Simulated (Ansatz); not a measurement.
A distorted cell of PbI$_{2}$ (CdI2 type):

```
CELL_PARAMETERS angstrom
      4.37041     0.00000     0.00000
     -2.18520     3.78488     0.00000
      0.00000     0.00000     7.48631
ATOMIC_POSITIONS crystal
  Pb 0.00000 0.00000 0.00000
  I  0.33333 0.66667 0.27094
  I  0.66667 0.33333 0.72906
```

The numbers are results of PBE-D3(BJ) (plane waves to 420 eV, PAW, scalar-relativistic; Ansatz, a quantum-chemistry and plane-wave program), not measurements. k mesh 8×8×5 (Γ-centred), Fermi-Dirac smearing 0.05 eV. Energies are smeared free energies. Compression counts positive. As the atoms are clamped, bonds stretch with the cell, which overstates energies and stresses. PbI2 was relaxed with its symmetry unable to fall. Spin-orbit coupling is left out, though I and Pb are heavy.

Problem. Give the stress tensor in GPa and the pressure.

Solution. 
```
   0.76     0.00     0.00
   0.00     0.76     0.00
   0.00     0.00    -0.93
```
The pressure, a third of the trace, is 0.19 GPa.

Problem. It is the relaxed cell deformed to V/V₀ = 0.987, (c/a)/(c/a)₀ = 1.120, c along z, fractional positions held. What is its energy relative to the relaxed cell?

Solution. 15.9 meV/atom.

(Under strain, the slope of the energy per volume gives the stress and its curvature an elastic modulus.)
